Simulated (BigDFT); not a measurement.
Input and output of a self-consistent single point for the molecule C3H8FNSi (BigDFT).

Method: PBE, Daubechies wavelet basis, HGH (Krack) norm-conserving potentials made for PBE, isolated boundary conditions in BigDFT 1.9.6.

```xyz
14

C      2.6501     0.0568     0.6338
C      1.7461    -0.6372    -0.0717
Si     0.1933    -0.0037    -0.7947
F      0.3232     1.5795    -0.9853
N     -1.0576    -0.2406     0.3323
C     -2.4466     0.1076     0.0820
H      2.5336     1.1180     0.8416
H      3.5422    -0.4280     1.0203
H      1.9065    -1.6934    -0.2559
H     -0.1590    -0.6642    -2.0689
H     -0.7586     0.2239     1.1860
H     -3.0569    -0.1753     0.9460
H     -2.5716     1.1842    -0.0782
H     -2.8445    -0.4276    -0.7873
```
Charge 0, spin multiplicity 1.

Reference input (self-consistent single point, DFT, PBE, Daubechies wavelet basis, HGH (Krack) norm-conserving potentials made for PBE, isolated boundary conditions): basis = Daubechies wavelets; dft.hgrids = 0.324 bohr; dft.rmult = 5 8; dft.ixc = 11; potentials = built-in HGH-K PBE; boundary_conditions = free; dft.gnrm_cv = 1e-04; dft.itermax = 80; dft.idsx = 6; dft.nrepmax = 3. This run's input differs from it in these lines:

```diff
@@ -3,3 +3,3 @@
   hgrids: 0.324
-  rmult: [5, 8]
+  rmult: [5, 6]
   ixc: 11
```

Output (repeated stretches shortened):

```
  #------------------------------------------------------------------- Self-Consistent Cycle
 Ground State Optimization:
 - Hamiltonian Optimization: &itrp001
   - Subspace Optimization: &itrep001-01
       Wavefunctions Iterations:
 iter:  1, EKS: -5.93679383371985310E+01, gnrm:  2.23E-01, D: -9.97E-01,
 iter:  2, EKS: -5.98757470415050861E+01, gnrm:  9.59E-02, D: -5.08E-01,
 iter:  3, EKS: -5.99610319738763806E+01, gnrm:  4.71E-02, D: -8.53E-02,
 iter:  4, EKS: -5.99902176195990080E+01, gnrm:  2.09E-02, D: -2.92E-02,
 iter:  5, EKS: -5.99954615186490017E+01, gnrm:  1.00E-02, D: -5.24E-03,
   [... lines left out ...]
 iter:  9, EKS: -5.99975672362571189E+01, gnrm:  8.99E-04, D: -4.02E-05,
 iter:  10, EKS: -5.99975852624595518E+01, gnrm:  5.98E-04, D: -1.80E-05,
 iter:  11, EKS: -5.99975957366600454E+01, gnrm:  4.16E-04, D: -1.05E-05,
 iter:  12, EKS: -5.99976009832953565E+01, gnrm:  2.69E-04, D: -5.25E-06,
 iter:  13, EKS: -5.99976034701052754E+01, gnrm:  2.00E-04, D: -2.49E-06,
 iter:  14, EKS: -5.99976047768012606E+01, gnrm:  1.41E-04, D: -1.31E-06,
 iter:  15, EKS: -5.99976054475668263E+01, gnrm:  9.89E-05, D: -6.71E-07,
       -  &FINAL001  { #---------------------------------------------------------- iter: 16
 iter:  16, EKS: -5.99976057011088173E+01, gnrm:  9.89E-05, D: -2.54E-07,  #FINAL
        #Eigenvalues and New Occupation Numbers
       Orbitals: [
   [... 15 lines left out ...]
 Last Iteration                        : *FINAL001
  #---------------------------------------------------------------------- Forces Calculation
 Total electronic charge               :  35.999999388986
 Electric Dipole Moment (AU):
   P vector                            :  [ -1.646823E-02, -1.950589E-01,  3.606930E-01 ]
   norm(P)                             :  4.10388335E-01
 Electric Dipole Moment (Debye):
   P vector                            :  [ -4.185806E-02, -4.957902E-01,  9.167900E-01 ]
   norm(P)                             :  1.04310300E+00
 BigDFT infocode                       :  0
   [... lines left out ...]
 -  {H: [ 1.010435203187E-03, -4.244467618604E-03,  9.058400031561E-03]} # 0011
 -  {H: [-3.106963419588E-03, -1.212512162390E-03,  1.234462321748E-03]} # 0012
 -  {H: [-4.281292869516E-03,  4.491275744181E-03, -2.512987494833E-03]} # 0013
 -  {H: [ 1.272226989671E-03, -6.838421864749E-04, -1.699537439843E-03]} # 0014
 Energy (Hartree)                      : -5.99976057011088173E+01
 Force Norm (Hartree/Bohr)             :  2.87427716860997121E-02
```

The run converged in 16 iterations. Against the reference run the free energy rises by 1.2 meV/atom and the largest force goes from 1.003 to 0.921 eV/Å.

The grid can part forces that symmetry would make equal. This run is one point of a test of settings, so its values need not be converged; read them against the reference run alone. The geometry comes from a cheaper method or was typed, in some cases with atoms then moved at random; it is not relaxed at this level, and the species need not be a known compound.

Cost on one core: around 60 core-seconds (rough).
